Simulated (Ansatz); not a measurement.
A geometry of Al away from equilibrium: step 2 of the relaxation of a relaxed Al cell displaced along its unstable phonon at q = (½, ½, 0) of its primitive reciprocal cell (131i cm⁻¹), largest move 0.15 Å. The numbers are results of r2SCAN (plane waves to 500 eV, PAW, scalar-relativistic; Ansatz, a program for electronic structure), not measurements. Γ-centred k-mesh 13×13×12 on the run's cell (coarser than for final values), Fermi–Dirac smearing 0.05 eV. The plane waves were selected for a different cell earlier on the path.

```
Al
1.0
    2.76638    -4.64636     0.00000
    2.76638     0.00000     0.00000
    0.00000     0.00000     2.77067
Al
2
Direct
  0.00000   0.00000   0.88584
  0.50000   0.00000   0.11416
```

**Question.** Give the Cartesian forces on all atoms (eV/Å).

**Answer.** 
```csv
atom,Fx,Fy,Fz
Al1,0.00,0.00,-0.43
Al2,0.00,0.00,0.43
```

The path ends in Fm-3m (No. 225) (fcc (Cu type)). No spin polarisation in the result.

The run could not lose the symmetry of its start.

Of the parent cell (Cmmm (No. 65)): it is a generated cell of Al: the first start was made by placing the elements on the sites of a structure type, and the end was not matched to a known phase here, so it may be hypothetical. Known forms of Al include space group No. 225.
